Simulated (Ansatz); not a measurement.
Values for one crystal, relaxed and computed with the program Ansatz at the r²SCAN+D4 level (PAW); other levels are named.

```yaml
volume_per_atom: 19.42 Å³
band_gap: 0.65 eV (indirect)
conduction_band_minimum: at K (2 equivalent valleys)
hole_effective_mass: 0.77, 0.77, 0.99 mₑ (principal values)
Bulk modulus (Birch–Murnaghan fit): 350 kbar
Elastic constants (relaxed ions, GPa): C11 = 206, C12 = 51.6, C13 = 9.3, C33 = 43.5, C44 = 14.1
Pressure derivative B′: 13.3
```

Problem. Which compound is it?
A) MoSeS, P-6m2 (Mo on 1a, Mo on 1d, Se on 2g, S on 2h)
B) SiS2, P2_1/c (Si on 4e, S on 4e, S on 4e)
C) WSe2, P-6m2 (W on 1a, Se on 2h)
D) PbSe, rock salt

Solution. A, MoSeS, P-6m2 (Mo on 1a, Mo on 1d, Se on 2g, S on 2h)

The workflow started from a Materials Project entry (that database holds measured and hypothetical structures alike); the Crystallography Open Database copy checked does not list it. With Se and S taken as one species the cell has the higher symmetry P6_3/mmc, so it may be an ordered model of a mixed-site phase. Its standing as an ambient phase is unchecked. Symmetry was held in the r²SCAN+D4 relaxation; whether a distortion lowers the energy is not shown. No spin polarisation was allowed. Scalar-relativistic: spin–orbit coupling is off unless named, which matters more the heavier the elements.

Potentials: the later of the program's two PAW sets.
